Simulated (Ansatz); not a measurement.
**InSb₃: rigid cleavage**

Level of theory: DFT PBEsol, scalar-relativistic, plane waves, PAW (Ansatz). The runs took a 420 eV cutoff, a Γ-centred 10×10×4 mesh and Gaussian smearing (0.15 eV). No spin polarisation. Energies are free energies at this smearing, counted from the undisturbed cell; pressure is positive in compression.

The starting cell (relaxed at this level; it needn't be the usual structure):

```
CELL_PARAMETERS angstrom
0.00000 -4.72824 0.00000
0.00000 0.00000 -4.72824
14.18471 0.00000 0.00000
ATOMIC_POSITIONS crystal
In 0.00000 0.00000 0.91665
In 0.00000 0.00000 0.24998
In 0.00000 0.00000 0.58332
Sb 0.00000 0.50000 0.08332
Sb 0.00000 0.50000 0.41665
Sb 0.00000 0.50000 0.74998
Sb 0.50000 0.50000 0.24998
Sb 0.50000 0.50000 0.58332
Sb 0.50000 0.50000 0.91665
Sb 0.50000 0.00000 0.08332
Sb 0.50000 0.00000 0.41665
Sb 0.50000 0.00000 0.74998
```

The cut lies on the cell's a–b face, a (1 0 0) plane (indices in the standard cell, whose axes needn't be the Cartesian ones shown) of area 22.36 Å², between layers 2.36 Å apart. Vector c is lengthened by d along the normal with the atoms' Cartesian places fixed: one unrelaxed cut a cell. The cell is metallic on the mesh throughout.

```tsv
d (Å)	energy (J/m²)	traction dE/dd (GPa)
0.00	0.00	0.2
0.50	0.17	5.1
1.00	?	?
2.00	0.78	2.0
3.00	0.89	0.4
```

Task: Give the withheld values.

Result: energy (J/m²) at d (Å) = 1.00: 0.43; traction dE/dd (GPa) at d (Å) = 1.00: 5.0.

Cost: 5 runs of about 17 core-minutes in all, on Arm Neoverse V2 (shared hosts).